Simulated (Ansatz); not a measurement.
Consider the following.

SiBW:
```
SiBW
1.0
    1.58039    -6.73895     0.00000
    1.58039     6.73895     0.00000
    0.00000     0.00000     3.14208
Si B W
2 2 2
Cartesian
  1.58039  -2.73510   0.78552
  1.58039   2.73510   2.35656
  1.58039   0.43592   2.35656
  1.58039  -0.43592   0.78552
  1.58039   5.35885   2.35656
  1.58039  -5.35885   0.78552
```

This is the PBE-relaxed structure.

**Question.** All from the program Ansatz at the PBE level (PAW), unless another level is named. Predict the electronic character.

**Answer.** metallic (no gap).

**Question.** What about the formation energy from the elements (no fitted shifts)?

**Answer.** -0.12 eV/atom.

**Question.** Predict the density of states at the Fermi level.

**Answer.** 0.44 states/eV per atom (mean over ±0.08 eV).

Space group Cmcm. The start of the workflow was typed in or built on a structure type; neither database checked (COD, Materials Project) lists it. Whether it is the stable phase at ambient conditions was not checked. The PBE relaxation kept the symmetry of its start; its stability against distortions is not shown here. The run is not spin-polarised. The references are the lowest solids computed at this level, not always the standard phases. Scalar-relativistic: spin–orbit coupling is off unless named, which matters more the heavier the elements.

Potentials: the earlier of the program's two PAW sets.
